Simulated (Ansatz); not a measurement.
# Exchange couplings of WF$_{2}$

The calculation used Ansatz, DFT PBE+U, scalar-relativistic, plane waves, PAW.

```xyz
3
Lattice="0.0000 2.6797 2.6797 2.6797 0.0000 2.6797 2.6797 2.6797 0.0000" Properties=species:S:1:pos:R:3 pbc="T T T"
W     0.0000    0.0000    0.0000
F     1.3399    1.3399    1.3399
F     4.0196    4.0196    4.0196
```

| Item | Value |
| --- | --- |
| plane-wave cutoff | 420 eV |
| Γ-centred k-mesh | 10×10×10 |
| occupation rule | Fermi–Dirac smearing, 0.05 eV |
| U_eff on Löwdin-orthogonalised atomic d orbitals | W 6.2 eV |
| list of starting moments (μB, in atom order) | 2.5 0 0 |
| check for lower electronic states after the SCF | on |

The cell is taken as given, not relaxed at this level: it stands at 25.6 GPa with forces up to 1.33 eV/Å, and couplings move with the geometry.

Converged site moments (μB): W +2.38, F +0.11 (×2). Site moments are spin moments in atom-centred spheres that scale with the neighbour distance. Atoms are counted from 1 in the order above. Couplings come from the magnetic force theorem on a 8×8×8 mesh, for E = −Σ J e·e over ordered pairs of unit vectors, so positive J favours parallel moments. In a metal they are rough on such a mesh.

Q: What are the nearest couplings and the ordering temperature?

A: The couplings:

| atom | partner | distance (Å) | J (meV) | count |
| --- | --- | --- | --- | --- |
| W1 | W1 | 3.79 | 3.49 | 6 |
| W1 | W1 | 3.79 | 1.92 | 6 |
| W1 | W1 | 5.36 | 0.02 | 6 |
| W1 | W1 | 6.56 | 0.11 | 12 |
| W1 | W1 | 6.56 | 0.12 | 6 |
| W1 | W1 | 6.56 | 0.03 | 6 |
| W1 | W1 | 7.58 | 0.03 | 6 |
| W1 | W1 | 7.58 | 0.02 | 6 |

With all couplings within the mesh's reach, farther shells too, the ordering temperature for classical moments is 270 K in mean field, which tends to overestimate it, and 210 K in the random-phase (Tyablikov) approximation.

Cost: 1 run of about 5.7 core-minutes, on Intel Xeon Processor @ 2.70GHz (shared hosts).